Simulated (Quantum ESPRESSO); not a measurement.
Parts of the isotropic shielding in BaTe, by PBE GIPAW (a modified build of Quantum ESPRESSO, JTH PAW datasets), 20 Ha, k-mesh 6×6×6 shifted:

```yaml
crystal:
  lattice:
    - [0.00000, 3.54492, 3.54492]
    - [3.54492, 0.00000, 3.54492]
    - [3.54492, 3.54492, 0.00000]
  atoms:
    - { symbol: Ba, position: [0.00000, 0.00000, 0.00000] }
    - { symbol: Te, position: [0.50000, 0.50000, 0.50000] }
```
Geometry: a computed entry of the Materials Project; it was not checked against measured cells. It is BaTe in Fm-3m; whether this form has been observed was not checked. Stability against distortions was not tested.

The core term is that of the free atom's frozen core; the paramagnetic column sums the reconstruction terms. Shieldings are absolute and leave out the bulk-susceptibility term; a larger σ means a smaller chemical shift. In our sweeps, cutoffs and meshes of this size left a few ppm, and up to some 20 ppm on atoms from Zn on. No spin–orbit coupling; Ba is the heaviest element present. The datasets of Te hold no d projectors, which limits absolute σ on these atoms. The structure is static (0 K, no zero-point motion).

| site | core | bare (smooth current) | diamagnetic correction | paramagnetic corrections | σ_iso (ppm) |
|---|---|---|---|---|---|
| Ba (atom 1) | 6129.8 | 77.6 | -43.8 | [?] | [?] |
| Te (atom 2) | 5554.2 | 26.9 | -3.4 | [?] | [?] |

**Question.** Complete the blanks.

**Answer.** 
- Ba (atom 1), paramagnetic corrections: -1736.2
- Ba (atom 1), σ_iso (ppm): 4427.4
- Te (atom 2), paramagnetic corrections: -3156.4
- Te (atom 2), σ_iso (ppm): 2421.3
